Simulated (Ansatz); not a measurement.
**What DFT gives for B₇N₃**

```xyz
10
Lattice="2.8659 0.0000 0.0000 1.4329 -8.5199 0.0000 0.0000 0.0000 -2.8161" Properties=species:S:1:pos:R:3 pbc="T T T"
B     1.4329   -5.0268   -1.4081
B     2.8659   -3.4932   -1.4081
B     1.4329   -6.9012    0.0000
B     2.8659   -1.6188    0.0000
N     0.0000    0.0000   -1.4081
B     1.4329   -1.6529   -1.4081
B     2.8659   -6.8671   -1.4081
B     1.4329    0.0000    0.0000
N     1.4329   -3.1183    0.0000
N     2.8659   -5.4016    0.0000
```

Single point in Ansatz 0.2.0 with PBE, no spin polarisation. Cutoff 420 eV, PAW datasets, 6×6×6 Γ-centred k mesh, fermi-dirac filling (width 0.1 eV).

Which atom feels the largest force, and which way?

The largest is on B1 (and as large on other atoms): 0.68 eV/Å, components (0.00, 0.68, 0.00). It makes 101° with the line to a nearest neighbour, N10 at 2.04 Å.

What is the formation energy?

2.25 eV an atom against the elements' usual phases (free molecules for gases, crystals otherwise, with no correction for O₂ or N₂), so at this geometry it isn't bound against them. Relaxing would lower it.

Is the cell too large or too small?

The pressure is -9.1 GPa (compression positive), so with the atoms held at these fractions the cell would first shrink. The principal stresses -23.0, -17.2, 12.8 GPa differ, so its shape would change too.

Describe some of the short contacts.

B–B at 2.01 Å: least valence density 0.52 e/Å³ and ELF 0.74 there. N–B at 2.01 Å is left out, since its least density falls inside a PAW sphere. Both are smooth PAW fields, read partly inside the augmentation spheres.

Metal or insulator?

It is a metal, with about 3.5 states/eV a cell as the mean within 0.25 eV of the Fermi level, mostly B p (39 %), N p (33 %) and B s (22 %).

Give the Bader charges.

Bader charges in e: B +0.28 to +0.63, N -1.01 to -0.92. In the mean B gives up most and N takes most.

Origin: a known structure type with other elements, at an estimated volume, so it need not be a known compound. Caveats: many states at the Fermi level without spin polarisation, so a magnetic state may lie lower; the k mesh is coarse if the cell is a metal.
